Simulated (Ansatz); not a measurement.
## Compressing Pb$_{2}$ClO$_{2}$

All numbers below come from DFT r2SCAN, scalar-relativistic, plane waves, PAW in Ansatz. (500 eV cutoff, 12×12×12 k-mesh, Gaussian smearing of 0.10 eV, no spin polarisation)

Starting point, cell and atoms relaxed:

```xyz
5
Lattice="-1.9763 1.9763 6.2958 1.9763 -1.9763 6.2958 1.9763 1.9763 -6.2958" Properties=species:S:1:pos:R:3 pbc="T T T"
Pb    0.0000    0.0000    1.9383
Pb    0.0000    0.0000   10.6533
Cl    0.0000    0.0000    6.2958
O     0.0000    1.9763    3.1479
O     1.9763    0.0000    3.1479
```

Cell and atoms are relaxed at each pressure within the symmetry of the start, at zero temperature, so transitions that lower the symmetry aren't seen. The k-mesh given is that at zero pressure and may differ at others.

A cell with an odd number of electrons and no spin polarisation is a metal by construction and may be lower with spin. Spin–orbit coupling is left out, which can shift energies with elements as heavy as these.

(1) Give the structure at 8 GPa.

## Answers

(1)
```xyz
5
Lattice="-1.9611 1.9611 5.5051 1.9611 -1.9611 5.5051 1.9611 1.9611 -5.5051" Properties=species:S:1:pos:R:3 pbc="T T T"
Pb    0.0000    0.0000    1.5788
Pb    0.0000    0.0000    9.4313
Cl    0.0000    0.0000    5.5051
O     0.0000    1.9611    2.7525
O     1.9611    0.0000    2.7525
```
The structure is tetragonal, space group I4/mmm (No. 139). Conventional cell: a = 3.922 Å, b = 3.922 Å, c = 11.010 Å, α = 90.00°, β = 90.00°, γ = 90.00°. Pb (site symmetry 4mm) has 4 O at 2.29 Å as nearest neighbours. Around Cl (site symmetry 4/mmm) lie 8 Pb at 3.19 Å and 8 O at 3.38 Å. O (site symmetry -4m2) has 4 Pb at 2.29 Å as nearest neighbours.